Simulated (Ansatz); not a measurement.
Cu Kα1 powder pattern (kinematic, no thermal factors).
| 2θ (°) | relative intensity |
| --- | --- |
| 14.45 | 100 |
| 16.69 | 27 |
| 23.70 | 22 |
| 27.86 | 38 |
| 29.13 | 58 |
| 33.76 | 9 |
| 36.89 | 23 |
| 37.88 | 4 |
| 41.66 | 10 |
| 44.32 | 14 |
| 48.49 | 31 |
| 50.86 | 15 |
| 51.64 | 5 |
| 54.66 | 3 |
| 56.85 | 3 |
| 57.56 | 19 |
| 60.38 | 1 |
| 62.45 | 9 |
| 63.12 | 5 |
| 65.80 | 5 |
| 67.77 | 7 |
| 71.00 | 4 |
| 72.90 | 3 |
| 73.53 | 2 |
| 76.04 | 3 |
| 77.90 | 3 |
| 78.51 | 7 |
| 80.97 | 2 |
| 82.80 | 5 |
| 87.64 | 2 |

The pattern is computed from a structure relaxed with DFT PBE, scalar-relativistic, plane waves, PAW (Ansatz). No spin polarisation. Its elements are Al, Cl, Li, Na.

Q: Give the structure.

A: NaLiAlCl4.
Space group F-43m (No. 216). a = 10.612 Å, b = 10.612 Å, c = 10.612 Å, α = 90.00°, β = 90.00°, γ = 90.00°
| atom | site | symmetry | x | y | z |
| --- | --- | --- | --- | --- | --- |
| Na | 4a | -43m | 0.0000 | 0.0000 | 0.0000 |
| Li | 4c | -43m | 0.2500 | 0.2500 | 0.2500 |
| Al | 4b | -43m | 0.5000 | 0.0000 | 0.0000 |
| Cl | 16e | .3m | 0.6182 | 0.1182 | 0.8818 |

A pattern alone doesn't exclude other cells with like lines; this is the one computed.

The cell was found from a structure generator's guess, not taken from experiment.
